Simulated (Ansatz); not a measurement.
# Collinear states of WSe

Computed with DFT PBE+U, scalar-relativistic, plane waves, PAW in Ansatz 0.2.0.

```yaml
crystal:
  lattice:
    - [4.06796, 0.00000, 0.00000]
    - [-2.03398, 3.52295, 0.00000]
    - [0.00000, 0.00000, 6.76613]
  atoms:
    - { symbol: W, position: [0.00000, 0.00000, 0.00000] }
    - { symbol: W, position: [0.00000, 0.00000, 0.50000] }
    - { symbol: Se, position: [0.33333, 0.66667, 0.25000] }
    - { symbol: Se, position: [0.66667, 0.33333, 0.75000] }
```

```
plane-wave cutoff                                : 420 eV
Γ-centred k-mesh                                 : 12×12×6
occupation rule                                  : Gaussian smearing, 0.1 eV
U_eff on Löwdin-orthogonalised atomic d orbitals : W 6.2 eV
list of starting moments (μB, in atom order)     : 1 1 0 0
check for lower electronic states after the SCF  : on
```

Each order was relaxed in cell and atoms. Spin–orbit coupling is left out, which for heavy magnetic ions can matter as much as these differences. Site moments are spin moments in atom-centred spheres that scale with the neighbour distance. The states are those that the runs reached from these starts; a lower one can exist. No antiferromagnetic start is among these.

**Question.** Order the starts by the energy of the state that they reach, lowest first.
A. ferromagnetic
B. no spin

**Answer.** A (0.00 meV/atom), B (806 meV/atom).

```csv
start,ends,energy above lowest (meV/atom),site moments (μB),gap on mesh (eV),volume (Å³/atom)
no spin,non-magnetic,806,none over 0.05,metal,20.66
ferromagnetic,ferromagnetic,0.00,"W +3.23 (×2), Se -0.26 (×2)",metal,24.24
```

Cost: 2 runs of about 4.3 core-minutes in all, on Intel Xeon Platinum 8259CL (Skylake/Cascade Lake) (shared hosts).